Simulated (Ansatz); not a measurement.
TePb (rock salt, Fm-3m) under volume change, plane-wave PAW PBE (Ansatz code), scaled uniformly.

| V (Å³/atom) | E − E(relaxed) (meV/atom) | P (GPa) |
|---|---|---|
| 32.239 | 41.0 | 4.49 |
| 33.302 | 17.2 | 2.74 |
| 34.364 | 4.1 | 1.26 |
| 35.427 | 0.0 | 0.00 |
| 36.490 | … | … |
| 37.553 | 13.7 | -1.97 |
| 38.616 | … | … |

Some entries are withheld; supply them.


- 36.490, E − E(relaxed) (meV/atom): 3.6
- 36.490, P (GPa): -1.06
- 38.616, E − E(relaxed) (meV/atom): 29.4
- 38.616, P (GPa): -2.73

What does a third-order Birch–Murnaghan fit give for V₀, B₀ and B′?

V₀ = 35.43 Å³/atom, B₀ = 38.5 GPa, B′ = 4.5.

The PBE relaxation kept the symmetry of its start. Scalar-relativistic: spin–orbit coupling is off unless named, which matters more the heavier the elements.

Potentials: the later of the program's two PAW sets.
